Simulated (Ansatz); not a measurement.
BeS (zinc blende), relaxed with HSE06 (Ansatz, a quantum-chemistry and plane-wave program, plane waves, PAW): a = 4.853 Å, b = 4.853 Å, c = 4.853 Å, α = 90.00°, β = 90.00°, γ = 90.00°.

- gap (eV) = 4.06
- B₀ by P(V) fit (GPa) = 99.0

Q: The same phase is relaxed and computed with r²SCAN in the same code. What are the cell and these values now?

A: a = 4.869 Å, b = 4.869 Å, c = 4.869 Å, α = 90.00°, β = 90.00°, γ = 90.00°.

- gap (eV): 3.59
- B₀ by P(V) fit (GPa): 97.5

All cells were relaxed under the symmetry of their starts (and spin orders); stability against distortions was not tested throughout.

Potentials: the later of the program's two PAW sets.

Ansatz is a plane-wave DFT program.
